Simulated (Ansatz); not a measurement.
# Response of CoO

Input of a DFT run with Ansatz (development build), a test cell that isn't relaxed; energies in eV and lengths in Å:

```yaml
crystal:
  lattice:
    - [3.012274887855, 0.0, 0.0]
    - [0.0, 3.072520385612, 0.0]
    - [0.0, 0.0, 4.26]
  atoms:
    - { symbol: Co, position: [0.0, 0.0, 0.0], spin: 3 }
    - { symbol: Co, position: [0.5, 0.5, 0.5], spin: -3 }
    - { symbol: O, position: [0.5, 0.5, 0.0] }
    - { symbol: O, position: [0.0, 0.0, 0.5] }
kpoints:
  mp_grid: { grid: [5, 5, 3] }
hamiltonian:
  xc: pbe
  pseudopotentials: { kind: paw, source: ansatz }
  hubbard: [{ species: Co, l: d, u_eff: 4 }]
magnetization:
  spin_polarized: true
scf:
  occupations: { method: fermi_dirac, width: "0.1 eV" }
phonons:
  supercell: [1, 1, 1]
  dielectric: false
```

Command: `ansatz run input.yaml --backend cpu`

It ran on Ansatz hand-made PAW at the default cutoff.

Caveats: coarse k mesh; moments end on one start, may not be the lowest state.

Question: Give the harmonic phonon frequencies (cm⁻¹, i for unstable; at q = 0 without the three modes nearest zero and without LO–TO term) at (0.000, 0.000, 0.000).

Answer: 
(0.000, 0.000, 0.000): 132, 136, 243, 259, 260, 321, 323, 386, 457
